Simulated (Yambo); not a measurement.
Consider the following.

```xyz
6
Lattice="4.7758 0.0000 0.0000 0.0000 4.7758 0.0000 0.0000 0.0000 7.8002" Properties=species:S:1:pos:R:3 pbc="T T T"
H      2.3879     2.3879     0.0000
H      0.0000     0.0000     0.0000
I      0.0000     2.3879     5.1448
I      2.3879     0.0000     2.6554
Ba     2.3879     0.0000     6.4500
Ba     0.0000     2.3879     1.3502
```

Workflow: LDA (pw.x of Quantum ESPRESSO, ONCV potentials, scalar-relativistic), then G0W0 in Yambo (2×2×2 Γ-centred k mesh, 243 bands and a 7 Ry block in the screening, 243 bands in G with the Bruneval-Gonze terminator, plasmon pole fitted at 27.2 eV).

Q: Give the LDA and G0W0 gaps between the band edges found on this mesh, and say where the edges lie.

A: Edges: Z → Z. LDA: 2.60 eV; G0W0: 4.17 eV. Nearest settings tried, and what they do to the gap: 186 bands in W, 186 bands in G: -13 meV; 6 Ry block (311 vectors against 385): -26 meV; 4×4×2 mesh: +54 meV. So the settings aren't converged at that level. The k mesh is coarse. Spin-orbit coupling is left out, which matters for elements this heavy: edges can move by tenths of an eV.

Geometry of the Materials Project entry, not relaxed at this level.
